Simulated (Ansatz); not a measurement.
Input:

AgBr:
```
AgBr
1.0
    0.00000     2.92044     2.92044
    2.92044     0.00000     2.92044
    2.92044     2.92044     0.00000
Ag Br
1 1
Direct
  0.50000   0.50000   0.50000
  0.00000   0.00000   0.00000
```

This is the PBE-relaxed structure.

**Question.** All from plane-wave PAW PBE (Ansatz code), unless another level is named. Estimate the static dielectric constant ε0 (ions relaxed, cell fixed).

**Answer.** 17.1.

**Question.** Give the Bader charges.

**Answer.** Ag +0.48, Br -0.48 e.

**Question.** Predict the electronic dielectric constant ε∞ (DFPT).

**Answer.** 5.92.

**Question.** Predict the Born charges (a third of the trace).

**Answer.** Ag +1.55, Br -1.55 e.

Space group Fm-3m (rock salt). Symmetry was held in the PBE relaxation; phonons on a q-mesh show no instability. The run is not spin-polarised. Spin–orbit coupling is left out wherever it is not named.

Potentials: the later of the program's two PAW sets.
